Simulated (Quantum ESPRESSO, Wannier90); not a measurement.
Tight-binding from DFT: NbAs (I4₁md)

```xyz
4
Lattice="0.0000 -3.4665 0.0000 3.4665 0.0000 0.0000 -1.7333 1.7333 5.9050" Properties=species:S:1:pos:R:3 pbc="T T T"
Nb     1.7333    -1.7333    -0.0033
Nb    -1.7333     0.0000     2.9492
As     0.0000     0.0000    -0.9769
As     0.0000     1.7333     1.9756
```

Materials Project entry mp-2059; symmetrised, unrelaxed at this level. COD (Crystallography Open Database) has an entry of this formula and space group (matched by these alone). Method: PBE plane waves in Quantum ESPRESSO 7.5 (PseudoDojo norm-conserving files, 68 Ry, no spin polarisation, no spin-orbit coupling), Bloch states on a 4×4×4 mesh through Γ, Wannier90 4.0.1. Density: 10×10×10 mesh, cold smearing 0.01 Ry. Spin-orbit coupling, left out, would split the p-like bands by a few tenths of an eV.

Functional, cutoff and mesh named above are those of the base row (1); the first column says what each row takes instead. Model: 26 functions from bands 19-58, start hydrogen-like Nb: s;p;d; As: s;p, disentangled but not localised (num_iter = 0), frozen window tied to the conduction edge or Fermi level of each row, as listed, which moves Ω_I and hoppings a little by itself. Energies are relative to the Fermi level; the misfit is to pw.x on a path, for states up to 1.0 eV relative to the Fermi level. The lattice is scaled uniformly, fractional positions fixed. The disentangled Ω_I can sit in another minimum from row to row.

```json
[
 {"scale": "0.96", "frozen to (eV)": "1.50", "Ω_I (Å²)": "29.82", "rms misfit (meV)": "21", "bottom of band 19 (eV)": "-13.84", "on-site Nb1 pz minus Nb1 s (eV)": "4.11", "hopping modulus Nb2 pz – As3 py, R = 0 0 1 (eV)": "1.768", "hopping modulus Nb1 s – As4 pz, R = 1 0 0 (eV)": "1.694", "hopping modulus Nb1 dxz – As4 pz, R = 1 0 0 (eV)": "1.645", "hopping modulus Nb1 dxz – As4 s, R = 1 0 0 (eV)": "1.626"},
 {"scale": "0.98", "frozen to (eV)": "1.50", "Ω_I (Å²)": "30.15", "rms misfit (meV)": "18", "bottom of band 19 (eV)": "-13.48", "on-site Nb1 pz minus Nb1 s (eV)": "4.12", "hopping modulus Nb2 pz – As3 py, R = 0 0 1 (eV)": "1.711", "hopping modulus Nb1 s – As4 pz, R = 1 0 0 (eV)": "1.648", "hopping modulus Nb1 dxz – As4 pz, R = 1 0 0 (eV)": "1.542", "hopping modulus Nb1 dxz – As4 s, R = 1 0 0 (eV)": "1.498"},
 {"scale": "1", "frozen to (eV)": "1.50", "Ω_I (Å²)": "30.45", "rms misfit (meV)": "15", "bottom of band 19 (eV)": "-13.12", "on-site Nb1 pz minus Nb1 s (eV)": "4.13", "hopping modulus Nb2 pz – As3 py, R = 0 0 1 (eV)": "1.651", "hopping modulus Nb1 s – As4 pz, R = 1 0 0 (eV)": "1.598", "hopping modulus Nb1 dxz – As4 pz, R = 1 0 0 (eV)": "1.452", "hopping modulus Nb1 dxz – As4 s, R = 1 0 0 (eV)": "1.379"},
 {"scale": "1.02", "frozen to (eV)": "1.50", "Ω_I (Å²)": "30.74", "rms misfit (meV)": "14", "bottom of band 19 (eV)": "-12.79", "on-site Nb1 pz minus Nb1 s (eV)": "4.16", "hopping modulus Nb2 pz – As3 py, R = 0 0 1 (eV)": "1.599", "hopping modulus Nb1 s – As4 pz, R = 1 0 0 (eV)": "1.511", "hopping modulus Nb1 dxz – As4 pz, R = 1 0 0 (eV)": "1.346", "hopping modulus Nb1 dxz – As4 s, R = 1 0 0 (eV)": "1.274"},
 {"scale": "1.04", "frozen to (eV)": "1.50", "Ω_I (Å²)": "31.06", "rms misfit (meV)": "13", "bottom of band 19 (eV)": "-12.47", "on-site Nb1 pz minus Nb1 s (eV)": "4.16", "hopping modulus Nb2 pz – As3 py, R = 0 0 1 (eV)": "1.544", "hopping modulus Nb1 s – As4 pz, R = 1 0 0 (eV)": "1.455", "hopping modulus Nb1 dxz – As4 pz, R = 1 0 0 (eV)": "1.259", "hopping modulus Nb1 dxz – As4 s, R = 1 0 0 (eV)": "1.174"}
]
```
